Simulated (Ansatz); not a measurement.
A geometry of La$_{2}$O$_{3}$ away from equilibrium: step 3 of the relaxation of a relaxed La2O3 cell shaken by Gaussian noise of σ = 0.08 Å a coordinate. Level of theory: PBE (plane waves to 420 eV, PAW, scalar-relativistic; Ansatz, a quantum-chemistry and plane-wave program). Γ-centred k-mesh 5×5×5 on the run's cell (coarser than for final values), Fermi–Dirac smearing 0.05 eV. The plane waves were selected for a different cell earlier on the path.

```
CELL_PARAMETERS angstrom
      0.03319     4.06383     7.41653
      3.84393     0.09721     7.38024
      3.90639     4.05711     0.02102
ATOMIC_POSITIONS crystal
  La 0.53002 0.95999 0.48365
  La 0.96400 0.54837 0.98264
  La 0.99841 0.99538 0.47942
  La 0.52677 0.48862 0.98279
  O  0.94286 0.55458 0.52982
  O  0.52119 0.97437 0.03379
  O  0.59272 0.42834 0.39265
  O  0.41454 0.60695 0.58073
  O  0.17405 0.83124 0.14159
  O  0.85573 0.09327 0.86072
```

Question: What forces act on the atoms (eV/Å)?

Answer: 
| atom | Fx | Fy | Fz |
|---|---|---|---|
| La1 | -0.21 | -0.13 | 0.02 |
| La2 | 0.15 | -0.81 | 0.23 |
| La3 | 0.93 | -0.29 | 0.14 |
| La4 | -0.89 | 0.34 | 0.39 |
| O5 | 0.77 | -0.26 | -0.05 |
| O6 | -0.45 | 1.08 | -0.14 |
| O7 | -0.47 | 0.11 | 0.28 |
| O8 | 0.39 | 0.32 | 0.35 |
| O9 | -0.65 | -0.52 | 0.04 |
| O10 | 0.42 | 0.15 | -1.26 |

The path ends in P-3m1 (No. 164). No spin polarisation in the result.

Of the parent cell (Fmmm (No. 69)): it is a generated cell of La2O3: the first start was made by a random draw of sites in a space group, and the end was not matched to a known phase here, so it may be hypothetical. Known forms of La2O3 include space group No. 164.

The first start was generated by a random draw of sites in a space group. Materials Project lists a structure of La2O3 in the same space group, P-3m1 (No. 164); the sites were not compared with it, nor with measured phases.
